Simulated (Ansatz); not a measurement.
# CaP₂H₂O₇ — ¹⁷O NMR of the central transition

Cell: a Materials Project structure (computed, not necessarily an observed phase), taken as it stands.

Space group C2/c (No. 15); a = 7.4947, b = 8.1359, c = 9.9019 Å, β = 100.72°.

```csv
site,Wyckoff,site symmetry,x,y,z
Ca,4a,-1,0.0000,0.0000,0.0000
H,8f,1,0.2865,0.2073,0.3481
P,8f,1,0.6628,0.8860,0.1904
O11,8f,1,0.7526,0.0227,0.1232
O15,8f,1,0.8031,0.8293,0.3251
O19,8f,1,0.5915,0.7404,0.1049
O23,4e,2,0.5000,0.9762,0.2500
```

One atom of each set is listed; the run and its k-mesh use a cell of 24 atoms with edges of 5.53, 5.53, 9.90 Å.

All values are calculated (Ansatz; DFT, PBE, plane waves and PAW, scalar-relativistic, 420 eV cutoff, Γ-centred 4×4×3 k-points, Fermi–Dirac smearing 0.02 eV), not measured.

¹⁷O has I = 5/2 and Q = -25.58 mb (Pyykkö 2018); at 35.2 T its Larmor frequency is ν₀ = 203.3 MHz. Only the quadrupole interaction is simulated: positions count from each site's isotropic chemical shift, and J coupling is left out, as are shift anisotropy and dipolar coupling, which fast spinning averages.

(1) Simulate the second-order pattern (fast magic-angle spinning, Gaussian broadening 0.1 kHz) of site O11 (1 P at 1.52 Å; also 1 H at 1.57 Å, 1 Ca at 2.41 Å).

## Answers

(1) The calculation gives C_Q = -5.40 MHz and η = 0.42, so ν_Q = 0.810 MHz and the centre of gravity lies at -4.48 ppm (-0.911 kHz).

offset (kHz), height and a bar:
```
   -2.331          0 
   -2.271          1 
   -2.210          5 #
   -2.150          8 ##
   -2.089          9 ###
   -2.028          9 ###
   -1.968          9 ###
   -1.907         10 ###
   -1.847         10 ###
   -1.786         10 ###
   -1.725         14 ####
   -1.665         25 #######
   -1.604         34 ##########
   -1.544         37 ###########
   -1.483         40 ############
   -1.422         44 #############
   -1.362         51 ###############
   -1.301         67 ####################
   -1.241         95 ############################
   -1.180         96 #############################
   -1.119         80 ########################
   -1.059         72 ######################
   -0.998         69 #####################
   -0.938         68 ####################
   -0.877         69 #####################
   -0.816         71 #####################
   -0.756         76 #######################
   -0.695         86 ##########################
   -0.635        100 ##############################
   -0.574         94 ############################
   -0.513         77 #######################
   -0.453         67 ####################
   -0.392         61 ##################
   -0.332         56 #################
   -0.271         53 ################
   -0.210         49 ###############
   -0.150         40 ############
   -0.089         17 #####
   -0.029          2 #
    0.032          0
```

At O11 V_zz points along its bond to P (within 3°).
